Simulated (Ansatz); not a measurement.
In31O48Sn:
```
In31O48Sn
1.0
    7.27709     4.20143     5.95587
   -7.27709     4.20143     5.95587
    0.00000    -8.40286     5.95587
In O Sn
31 48 1
Cartesian
  3.63854  -2.10071   5.95587
  0.00000  -4.20143   2.97793
  3.63854   2.10071   2.97793
 -1.82662   2.87306   9.13922
 -0.24639   2.23301  12.13154
  3.88418   4.05313   5.76083
 -5.21189   3.29495   9.12004
  1.57483   3.01843   8.72838
 -5.45946  -2.86616   8.74756
 -3.88418  -4.05313  12.10677
  5.21189  -3.29495   8.74756
  0.24639  -2.23301   5.73606
 -1.57483  -3.01843   9.13922
  1.82662  -2.87306   8.72838
  5.45946   2.86616   9.12004
  0.00000   0.00000   0.00000
 -3.63854   2.10071   2.97793
  0.00000   4.20143   5.95587
 -3.63854  -2.10071   5.95587
  5.45220  -1.33723  12.10677
 -0.24757  -6.16111   9.12004
 -3.40145  -0.14537   8.72838
  2.05704  -0.90313  12.13154
  1.56802  -5.39036   5.76083
  1.81065   1.32988   5.73606
  3.40145   0.14537   9.13922
 -2.05704   0.90313   5.73606
  0.24757   6.16111   8.74756
 -1.56802   5.39036  12.10677
 -5.45220   1.33723   5.76083
 -1.81065  -1.32988  12.13154
  5.61445  -3.18310  10.86539
 -1.93890   0.80255  12.44892
 -1.62422  -0.88529   9.97833
  0.31645  -4.05511   9.70688
  3.31375  -4.20065   9.55542
 -3.67005   1.75350   9.70688
  0.04543   1.84926   9.97833
  3.90239   1.87195   5.16811
 -3.31375   4.20065   8.31218
  3.67005  -1.75350   8.16072
  1.62422   0.88529   7.88927
 -0.31645   4.05511   8.16072
  1.93890  -0.80255   5.41868
 -0.04543  -1.84926   7.88927
  5.29474   0.76947   8.31218
 -1.66447  -1.27786   5.41868
 -1.95657   3.41344  11.29030
 -5.61445   3.18310   7.00221
 -5.29474  -0.76947   9.55542
  1.66447   1.27786  12.44892
  1.95657  -3.41344   6.57730
  0.27115  -2.06736   3.49601
 -3.90239  -1.87195  12.69949
 -0.27115   2.06736  14.37159
 -1.57879   0.96397   7.88927
 -1.92596   0.79886   3.49601
  5.56387   3.27071   7.00221
  0.33004   4.31555  12.69949
 -3.93441   0.01228   6.57730
  3.57236  -2.44360  12.69949
  0.05058  -6.45381   7.00221
 -3.35360  -2.30161   8.16072
  3.93441  -0.01228  11.29030
 -3.57236   2.44360   5.16811
 -5.56387  -3.27071  10.86539
 -0.33004  -4.31555   5.16811
  1.92596  -0.79886  14.37159
 -0.05058   6.45381  10.86539
 -1.97784  -3.40116  11.29030
 -1.65481  -1.26850  14.37159
 -1.98099  -4.97012   8.31218
  1.57879  -0.96397   9.97833
  1.97784   3.40116   6.57730
  1.65481   1.26850   3.49601
  1.98099   4.97012   9.55542
  0.27442  -2.08041  12.44892
  3.35360   2.30161   9.70688
 -0.27442   2.08041   5.41868
  0.00000   0.00000   8.93380
```

Relaxed with PBE in the plane-wave PAW code Ansatz. Indices refer to the conventional cell of R-3, a = b = 14.5542 Å, c = 17.8676 Å, α = β = 90.00°, γ = 120.00°.

Question: Simulate the powder diffraction pattern (Cu Kα, λ = 1.54184 Å; lines above 1 %) up to 2θ = 90°.

Answer: Simulated powder pattern, Cu Kα, λ = 1.54184 Å (kinematic, ideal powder, no thermal factors, no anomalous dispersion; the 30 strongest lines at most, above 1 %, up to 2θ = 90°):

```csv
2θ (°),d (Å),I/Imax (%),hkl
21.10,4.210,3.9,(1 0 -1 4)
21.13,4.204,7.7,(3 -2 -1 2)+(1 2 -3 2)
21.15,4.201,3.5,(3 0 -3 0)
30.01,2.978,33,(0006)
30.07,2.972,100,(0 4 -4 2)
34.84,2.575,41,(4 0 -4 4)
37.03,2.427,3.7,(3 2 -5 4)+(5 -2 -3 4)
41.13,2.194,3.2,(6 -5 -1 2)+(1 5 -6 2)
44.82,2.022,3.0,(1 2 -3 8)+(3 -2 -1 8)
44.86,2.021,3.1,(1 4 -5 6)+(5 -4 -1 6)
44.91,2.018,6.1,(2 5 -7 0)+(7 -4 -3 2)
50.06,1.822,26,(0 4 -4 8)
50.14,1.819,26,(4 4 -8 0)
54.96,1.671,3.0,(5 2 -7 6)+(7 -2 -5 6)
54.98,1.670,1.8,(7 0 -7 4)+(3 5 -8 4)
58.08,1.588,3.0,(3 6 -9 0)+(9 -5 -4 2)
59.47,1.554,9.4,(4 0 -4 10)
59.55,1.552,19,(8 -4 -4 6)+(4 4 -8 6)
59.58,1.552,9.4,(8 0 -8 2)
60.95,1.520,2.1,(3 2 -5 10)+(5 -2 -3 10)
61.00,1.519,1.9,(3 4 -7 8)+(7 -4 -3 8)
61.05,1.518,2.0,(9 -4 -5 4)+(5 4 -9 4)
61.06,1.517,2.1,(9 -2 -7 2)+(7 2 -9 2)
62.51,1.486,5.4,(0 8 -8 4)
73.57,1.287,5.4,(8 0 -8 8)
81.34,1.183,2.5,(0 4 -4 14)
81.44,1.182,2.5,(0 8 -8 10)
81.54,1.181,5.0,(4 8 -12 2)+(12 -8 -4 2)
83.99,1.152,3.6,(8 -4 -4 12)+(4 4 -8 12)
84.12,1.151,3.7,(12 -4 -8 4)+(8 4 -12 4)
```

The start of the workflow was typed in or built on a structure type; neither database checked (COD, Materials Project) lists it. Whether it is the stable phase at ambient conditions was not checked. Symmetry was held in the PBE relaxation; its stability against distortions is not shown here. Scalar-relativistic: spin–orbit coupling is off unless named, which matters more the heavier the elements.

Potentials: the later of the program's two PAW sets.
